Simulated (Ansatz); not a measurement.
Ge:
```
CELL_PARAMETERS angstrom
      0.00000     2.83668     2.83668
      2.83668     0.00000     2.83668
      2.83668     2.83668     0.00000
ATOMIC_POSITIONS crystal
  Ge 0.50000 0.50000 0.50000
  Ge 0.75000 0.75000 0.75000
```

Relaxed with r²SCAN. Special points in fractions of this cell's reciprocal vectors: Γ (0.000, 0.000, 0.000); X (0.500, 0.000, 0.500); U (0.625, 0.250, 0.625); K (0.375, 0.375, 0.750); L (0.500, 0.500, 0.500); W (0.500, 0.250, 0.750).

Q: List the band energies nearest the valence-band maximum at these points for plane-wave PAW r²SCAN with spin–orbit coupling (Ansatz code).

A: In eV from the valence-band maximum; about four levels below and three above (degenerate sets whole), none deeper than 8.9 eV; points with the same levels are listed once.

| k | below | above |
|---|---|---|
| Γ | 0.00 0.00 0.00 0.00 | 0.27 0.27 2.49 2.49 |
| X | -3.29 -3.29 -3.29 -3.29 | 0.90 0.90 0.90 0.90 |
| U | -4.55 -4.55 -2.83 -2.83 | 1.31 1.31 4.32 4.32 |
| L | -1.66 -1.66 -1.47 -1.47 | 0.34 0.34 3.86 3.86 |
| W | -4.15 -4.15 -4.07 -4.07 | 4.50 4.50 4.63 4.63 |

Space group Fd-3m (diamond). The r²SCAN relaxation kept the symmetry of its start; phonons on a q-mesh show no instability.

Potentials: the later of the program's two PAW sets.
